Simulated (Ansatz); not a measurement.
## Hf: the volume at rest

Hf in the hcp lattice, starting from this typed cell of 22.44 Å³ an atom.

```
Hf
1.0
     1.60000   -2.77128    0.00000
     1.60000    2.77128    0.00000
     0.00000    0.00000    5.06000
Hf
2
Direct
  0.33333 0.66667 0.25000
  0.66667 0.33333 0.75000
```

Computed with Ansatz (plane-wave DFT, scalar-relativistic): k mesh 6×6×4; Fermi–Dirac smearing of 0.1 eV; no spin. Cell and atoms are relaxed to zero stress with the symmetry kept and no dispersion correction.

Caveats: coarse k mesh.

Task: What volume results under PBE, and how much do the potentials matter?

Result: 
```
functional                                  potentials  cutoff (eV)  volume (Å³/atom)  change (%)
       PBE  all-electron PAW datasets (no frozen core)          460             22.57         0.6
       PBE                        Ansatz hand-made PAW          520             22.58         0.6
       PBE                  PseudoDojo norm-conserving          789             22.58         0.6
       PBE                      Ansatz norm-conserving         1143             22.59         0.7
```
